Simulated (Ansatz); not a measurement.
Molecular dynamics on a 2×2×2 supercell (16 atoms) of PbTe (rocksalt), relaxed with r2SCAN. Forces come from r2SCAN in Ansatz: a Nosé-Hoover thermostat at fixed volume, 1000 K, steps of 2 fs. Computed, non-magnetic; the trajectory is short and the cell small, so nothing here is a converged average.

```yaml
crystal:
  lattice:
    - [0.0, 6.535673704, 6.535673704]
    - [6.535673704, 0.0, 6.535673704]
    - [6.535673704, 6.535673704, 0.0]
  atoms:
    - { symbol: Pb, position: [0.0, 0.0, 0.0] }
    - { symbol: Te, position: [0.25, 0.25, 0.25] }
    - { symbol: Pb, position: [0.0, 0.0, 0.5] }
    - { symbol: Te, position: [0.25, 0.25, 0.75] }
    - { symbol: Pb, position: [0.0, 0.5, 0.0] }
    - { symbol: Te, position: [0.25, 0.75, 0.25] }
    - { symbol: Pb, position: [0.0, 0.5, 0.5] }
    - { symbol: Te, position: [0.25, 0.75, 0.75] }
    - { symbol: Pb, position: [0.5, 0.0, 0.0] }
    - { symbol: Te, position: [0.75, 0.25, 0.25] }
    - { symbol: Pb, position: [0.5, 0.0, 0.5] }
    - { symbol: Te, position: [0.75, 0.25, 0.75] }
    - { symbol: Pb, position: [0.5, 0.5, 0.0] }
    - { symbol: Te, position: [0.75, 0.75, 0.25] }
    - { symbol: Pb, position: [0.5, 0.5, 0.5] }
    - { symbol: Te, position: [0.75, 0.75, 0.75] }
kpoints:
  mp_grid: { grid: [2, 2, 2] }
hamiltonian:
  xc: r2scan
scf:
  occupations: { method: fermi_dirac, width: 0.086 }
md:
  ensemble: nvt_nose_hoover
  temperature: 1000
  timestep: 2.0
  n_steps: 30
  initial_velocities: maxwell_boltzmann
  seed: 9834
```

Run as `ansatz run input.yaml --threads 4 --pin off --max-ram 3686MiB --backend cpu --events-out ev --progress --plain --runs-dir out`. It ended after 7.7 min on 4 threads of Arm Neoverse V1, with other jobs on the host, load about 1.1 per core; peak host memory 3.2 GiB.

```
step  t (fs)  T (K)  free energy F from step 0 (meV/atom)  kinetic energy (meV/atom)  largest force (eV/Å)
   0       0   1000                                   0.0                      121.2                  0.00
   1       2    999                                   0.1                      121.1                  0.04
   2       4    997                                   0.3                      120.8                  0.09
   3       6    994                                   0.8                      120.4                  0.13
   4       8    989                                   1.3                      119.9                  0.17
   5      10    983                                   2.1                      119.1                  0.22
   6      12    976                                   3.0                      118.2                  0.26
   7      14    967                                   4.0                      117.2                  0.30
   8      16    957                                   5.2                      116.0                  0.35
   9      18    946                                   6.5                      114.7                  0.39
  10      20    934                                   8.0                      113.2                  0.44
  11      22    922                                   9.6                      111.7                  0.48
  12      24    908                                  11.3                      110.0                  0.52
  13      26    893                                  13.1                      108.2                  0.57
  14      28    877                                  15.1                      106.3                  0.61
  15      30    861                                  17.1                      104.3                  0.65
  16      32    843                                  19.3                      102.2                  0.69
  17      34    826                                  21.5                      100.1                  0.73
  18      36    807                                  23.8                       97.8                  0.77
  19      38    789                                  26.2                       95.6                  0.81
  20      40    769                                  28.6                       93.2                  0.85
```

The temperature goes from 1000 K to 769 K in 40 fs. The thermostat hasn't had time to restore it. By the last step the atoms have moved 0.15 Å in the root mean square, the drift of the whole cell taken out, 0.21 Å at most. The job's limit cut the run after 20 of 30 steps.

Positions (Å) and forces (eV/Å) at step 20:
```
Pb  -0.047   0.026  -0.061     0.097  -0.295   0.272
Te   3.401   3.241   3.237    -0.490   0.475   0.096
Pb   3.217   3.226  -0.055     0.149   0.061  -0.202
Te   6.496   6.408   3.134    -0.122   0.521   0.451
Pb   3.280   0.124   3.306    -0.138  -0.434   0.016
Te   6.595   3.160   6.605    -0.361   0.245  -0.253
Pb   6.559   3.376   3.360     0.350  -0.196  -0.158
Te   9.873   6.504   6.397    -0.299   0.215   0.342
Pb   0.103   3.343   3.275    -0.245   0.029   0.207
Te   3.282   6.583   6.498     0.117  -0.275   0.032
Pb   3.273   6.473   3.456     0.060   0.305  -0.306
Te   6.448   9.726   6.445     0.397  -0.092   0.237
Pb   3.205   3.202   6.408    -0.130  -0.026   0.325
Te   6.432   6.569   9.915     0.331  -0.292  -0.728
Pb   6.562   6.432   6.574    -0.039   0.286  -0.041
Te   9.742   9.997   9.860     0.323  -0.526  -0.289
```
